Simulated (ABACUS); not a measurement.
Band structure of Cu3Sn (P6_3/mmc, 8 atoms in the cell; from Materials Project mp-13138, lattice scaled a little).

```xyz
8
Lattice="5.6290 0.0000 0.0000 -2.8145 4.8749 0.0000 0.0000 0.0000 4.3675" Properties=species:S:1:pos:R:3 pbc="T T T"
Cu    -1.4993     4.1155     3.2757
Cu     4.3138     0.7594     1.0919
Cu     1.3153     0.7594     1.0919
Cu     1.4993     4.1155     3.2757
Cu     0.0000     1.5187     3.2757
Cu     2.8145     3.3562     1.0919
Sn     0.0000     3.2499     1.0919
Sn     2.8145     1.6250     3.2757
```

Computed with PBEsol, numerical atomic orbitals SZP (confined pseudo-atomic orbitals with Gaussian additions; energy shift 0.01 Ry), PseudoDojo 0.4 standard norm-conserving PBEsol (tails mended) pseudopotentials in ABACUS 3.10.1.

Settings: basis = SZP numerical atomic orbitals, energy shift 0.01 Ry; KPT = Gamma 5 5 6 0 0 0; basis_type = lcao; ecutwfc = 100 Ry; smearing_method = fd; smearing_sigma = 0.00999582 Ry; potentials = PseudoDojo 0.4 standard norm-conserving PBEsol (tails mended); symmetry = 1; symmetry_prec = 1e-05; ks_solver = scalapack_gvx; scf_nmax = 100; scf_thr = 1.0e-07; mixing_type = broyden; mixing_beta = 0.4.

The atom-centred basis is finite, which shifts total energies, pressures and forces against plane waves. A single-zeta basis is rough, for pressures and forces above all. The structure comes from a collection of computed structures, made at another level of theory; the collection holds predicted forms beside known ones. Its lattice was then scaled. No clean gap shows at this smearing width and mesh (spacing up to 0.26 Å⁻¹); the mesh is coarse for partly filled bands, so the values carry mesh errors.

Points are given in units of this cell's reciprocal vectors. Levels in eV from the Fermi level, bands 68 to 73:
```tsv
point	68	69	70	71	72	73
Γ (0 0 0)	-1.91	-1.76	-1.76	-0.98	-0.98	1.10
M (0.5 0 0)	-1.81	0.41	0.43	0.85	1.05	1.59
K (0.333 0.333 0)	-0.41	-0.41	0.26	0.95	0.95	1.42
A (0 0 0.5)	-1.72	-1.72	-1.72	-1.55	-1.55	0.43
L (0.5 0 0.5)	-2.34	-1.48	-1.48	-1.28	-1.28	4.30
H (0.333 0.333 0.5)	-2.36	-2.20	-2.20	0.88	0.88	2.49
```

4 bands cross the Fermi level along this path, so the cell has no gap at this level.

The Fermi level comes from the SCF mesh, which can miss band crossings, so its place against them is uncertain.

Higher empty bands are left out: an atom-centred basis made for the valence describes them poorly.

The atomic orbitals were generated for these runs; they are not ABACUS's published sets and were checked against plane waves on a few crystals only.

“Tails mended”: in these copies of the files the far tail of each local potential was reset to the Coulomb form.
